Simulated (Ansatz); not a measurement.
Starting cell, Si (diamond):

```xyz
4
Lattice="0.0000 5.4443 5.4443 2.7222 2.7222 5.4443 2.7222 2.7222 0.0000" Properties=species:S:1:pos:R:3 pbc="T T T"
Si     2.7222     2.7222     2.7222
Si     2.7222     5.4443     5.4443
Si     4.0832     9.5275     9.5275
Si     4.0832     6.8054     6.8054
```

The atoms are displaced by Q × the pattern below (from a DFPT mode at X = (0.5, 0.5, 0.0), largest move 1; Q in Å), at fixed cell. It is one choice among 2 degenerate patterns. (q is in reciprocal vectors of the primitive cell; the cell shown is doubled to hold the pattern.)

| atom | x | y | z |
|---|---|---|---|
| Si3 | 0.000 | 0.000 | -1.000 |
| Si4 | 0.000 | 0.000 | 1.000 |

Atoms not listed stay in place.

Calculation: r2SCAN (plane waves to 500 eV, PAW, scalar-relativistic; Ansatz, a quantum-chemistry and plane-wave program). k mesh 10×10×10 (Γ-centred), Fermi-Dirac smearing 0.05 eV. The energy includes the smearing's −TS. Si was relaxed with its symmetry unable to fall. The zero of ΔE is the undisplaced structure.

```csv
Q (Å),ΔE (meV/cell)
-0.1000,178.1
-0.0833,123.9
-0.0667,79.4
-0.0500,44.7
-0.0333,withheld
-0.0167,5.0
0.0000,0.0
0.0167,5.0
0.0333,withheld
0.0500,44.7
0.0667,79.4
0.0833,123.9
0.1000,178.1
```

Q: Fit an even polynomial form (powers 2, 4) to the given rows and predict ΔE at Q = 0.0333.

A: Least squares on the 11 given rows: ΔE = (17910)·Q² + (-9341)·Q⁴, in meV/cell with Q in Å; root-mean-square residual 0.06 meV/cell. At 0.0333 the fit gives 19.8 meV/cell; the calculation gives 19.9 meV/cell, so the interpolation is off by -0.1 (-0.5 %). The quadratic term alone would give 19.9 meV/cell.

(A displaced cell: forces are minus the slopes of the energy, force constants its curvatures, and phonons follow from these.)
